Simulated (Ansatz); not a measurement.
## SbMo in Ansatz, settings compared

Run with:

```bash
ansatz run input.yaml --threads 1 --pin off --max-ram 2560MiB --backend cpu --events-out ev --progress --plain --runs-dir out
```

The input file (Ansatz 0.2.0, plane waves):

```yaml
crystal:
  lattice:
    - [1.95435, 3.38503, 0.0]
    - [-1.95435, 3.38503, 0.0]
    - [0.0, 0.0, 13.171782]
  atoms:
    - { symbol: Sb, position: [0.0, 0.0, 0.0] }
    - { symbol: Sb, position: [0.0, 0.0, 0.5] }
    - { symbol: Sb, position: [0.3333, 0.3334, 0.75] }
    - { symbol: Sb, position: [0.6666, 0.6667, 0.25] }
    - { symbol: Mo, position: [0.3333, 0.3334, 0.125] }
    - { symbol: Mo, position: [0.6666, 0.6667, 0.625] }
    - { symbol: Mo, position: [0.3333, 0.3334, 0.375] }
    - { symbol: Mo, position: [0.6667, 0.6667, 0.875] }
  symmetry: { tolerance: 0.0003 }
kpoints:
  mp_grid: { grid: [5, 5, 2], shift: [0, 0, 0] }
magnetization:
  spin_polarized: false
scf:
  occupations: { method: fermi_dirac }
hamiltonian:
  pseudopotentials: { kind: paw }
  xc: r2scan
basis:
  ecutwfc: 500
output:
  forces: true
  stress: true
  eigenvalues: true
```

Origin of the cell: a known structure type with other elements, at an estimated volume, so it need not be a known compound.

The smearing width isn't typed, so it takes its default of 0.1 eV.

Output of this run (shortened):

```
Warning: the atoms were moved onto the symmetric positions of the space group found under crystal.symmetry.tolerance 3.0e-4 (fractional; no operation is sought that the atoms, as they stand i […]
Pseudopotentials: kind: paw
Pseudopotential: Sb, paw, valence charge 15, recommended cutoff 500 eV (meta_gga), Sb.paw.azcp
Pseudopotential: Mo, paw, valence charge 14, recommended cutoff 500 eV (meta_gga), Mo.paw.azcp
Functional definition: r2SCAN
  exchange = r2scan_x(k0 = k0, k1 = k1, a1 = a1)
  correlation = r2scan_c
Crystal: 8 atoms, lattice volume = 174.277 Å³
Basis set: ecut = 500 eV, 4435 PW (Γ), exchange–correlation on 120×120×400 points (64 copies of the dense FFT grid, shifted against one another)
Bands: 70, of which v1, the nominal top of the filled ones, is band 58 counted from 1 (57 counted from 0)
Symmetry: 24 space group operations
[… 8 lines left out …]
Initial density: superposition of atomic densities (neutral atoms: chi_scale 0, normalization atom), corrected by the library's trained network
Functional: x = r2scan, c = r2scan; τ floored in thin density (d = 2e-4 eV/Å³)
SCF iter   1: F=—  HF=-45862.049264 eV  Δρ=7.08e-3  dr2=3.55e-2  dr2_τ=3.69e-2
SCF iter   2: F=—  HF=-45862.139356 eV  Δρ=4.32e-3  dr2=1.37e-2  dr2_τ=5.71e-4
SCF iter   3: F=—  HF=-45862.147285 eV  Δρ=1.00e-3  dr2=1.70e-3  dr2_τ=3.58e-4
SCF iter   4: F=—  HF=-45862.147947 eV  Δρ=3.04e-4  dr2=1.56e-4  dr2_τ=8.11e-6
SCF iter   5: F=—  HF=-45862.147994 eV  Δρ=9.49e-5  dr2=2.24e-5  dr2_τ=3.71e-7
SCF iter   6: F=—  HF=-45862.147447 eV  Δρ=2.07e-5  dr2=1.05e-6  dr2_τ=1.58e-8
SCF iter   7: F=-45862.147448 eV  HF=-45862.147448 eV  Δρ=6.39e-6  dr2=7.84e-8  dr2_τ=4.52e-9
SCF 1 converged in 7 iterations: F = -45862.147448 eV  dr2 = 7.84e-8
SCF converged after 7 iterations
Free energy (F): -45862.147448 eV
Harris-Foulkes:  -45862.147448 eV  (|F-HF|=4.53e-9)
Internal energy: -45861.781847 eV  (E = F + TS)
E sigma→0 (E₀):  -45861.964647 eV
Entropy (-TS):   -0.365601 eV (-45.700 meV/atom)
Fermi energy:    14.602622 eV
--- Per-component energies (eV) ---
  E_band       = -1059.528510
  E_kinetic    = 2587.077297
  E_local      = -9666.373750  (includes V_loc(G=0)·N_el)
  E_nonlocal   = 2042.001459
  E_hartree    = 3968.727042
  E_xc         = -1216.706357
  E_vxc        = -1426.091799  (∫ρ·V_xc dr)
  E_paw        = -31290.942494  (= ΣΔE_a)
  E_vpaw       = -2628.559606  (= ΣTr[D̂ρ^β])
  E_aug_tail   = 0.000011  (compensation charges beyond the density's cutoff)
  E_vtau       = 94.978402  (kinetic-family band-sum trace: ∫τ·v_τ [+ j·A + Jᵃ·Aᵃ] dr)
  E_ewald      = -12286.704387
  E_core_change = 1.139333  (= ΣΔE_core)
  E_smearing   = -0.365601  (= −TS)
  Σ components = -45862.147448   (vs F -45862.147448, Δ=0.00e0)
--- Forces (eV/Å), atoms counted from 1 ---
  atom   1  Sb    -0.000000     0.000000     0.000000
[… 2 lines left out …]
  atom   4  Sb     0.000000     0.000000     0.000000
  atom   5  Mo    -0.000000     0.000000     0.155768
  atom   6  Mo     0.000000    -0.000000     0.155768
  atom   7  Mo     0.000000     0.000000    -0.155768
  atom   8  Mo    -0.000000    -0.000000    -0.155768
  max |Σ_I F_I| component: 1.39e-17 eV/Å
--- Stress (GPa, compression-positive) ---
       -6.932590       0.000000       0.000000
        0.000000      -6.932590       0.000000
        0.000000       0.000000      -5.770357
  P = ⅓ Tr σ = -6.5452 GPa (-65.452 kbar)
```

The same input was run again with these changes:

1. `scf.occupations.method` fermi_dirac → tetrahedron_uncorrected; `hamiltonian.dispersion` default → d4
2. `kpoints.mp_grid.shift` [0, 0, 0] → [0.5, 0.5, 0.5]; `scf.mixing.preconditioner` default → resta; `scf.occupations.method` fermi_dirac → tetrahedron

```tsv
run	end	SCF iterations	P (GPa)	max force component (eV/Å)	moment (μB)	ΔE(σ→0) (meV/atom)
base	converged	7	-6.55	0.156	–	0
1	converged	8	-7.95	0.178	–	–
2	converged	9	-6.91	0.139	–	-6.00
```

Energies are compared only where functional, datasets, charge and starting cell are the same.

Caveats of the base run: no moments, though an odd count or open d shells may carry them; no spin-orbit coupling, though heavy elements are present; the k mesh is coarse if the cell is a metal.

Run 2: forces and stress under tetrahedra may miss the slope of the energy; the k mesh keeps only part of the crystal's symmetry.

The base run took 8.1 s of wall time on 1 CPU thread(s) of a shared host, from the program's own first density.
